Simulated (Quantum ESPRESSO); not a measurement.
```
CsNbN2
1.0
    0.00000     4.48116     4.48116
    4.48116     0.00000     4.48116
    4.48116     4.48116     0.00000
N Nb Cs
4 2 2
Cartesian
  1.12029   1.12029   1.12029
  1.12029   3.36087   3.36087
  3.36087   3.36087   1.12029
  3.36087   1.12029   3.36087
  2.24058   2.24058   2.24058
  0.00000   0.00000   0.00000
  6.72174   6.72174   6.72174
  4.48116   4.48116   4.48116
```

The geometry is that of Materials Project entry mp-8978, symmetrised and not relaxed again.

Task: What does PBEsol (Quantum ESPRESSO, PseudoDojo norm-conserving, 84 Ry, scalar-relativistic) give for the electronic structure near the Fermi level?

Result: The PBEsol gap is 1.60 eV and nearly direct: the edges lie at L and Γ, the smallest direct gap within 0.02 eV of it. Another valence extremum on the path lies within 0.02 eV, too close to call. Spin-orbit splittings are left out.

The structure is a Materials Project entry; no match was found in the copy of COD used, and its stability was not checked.
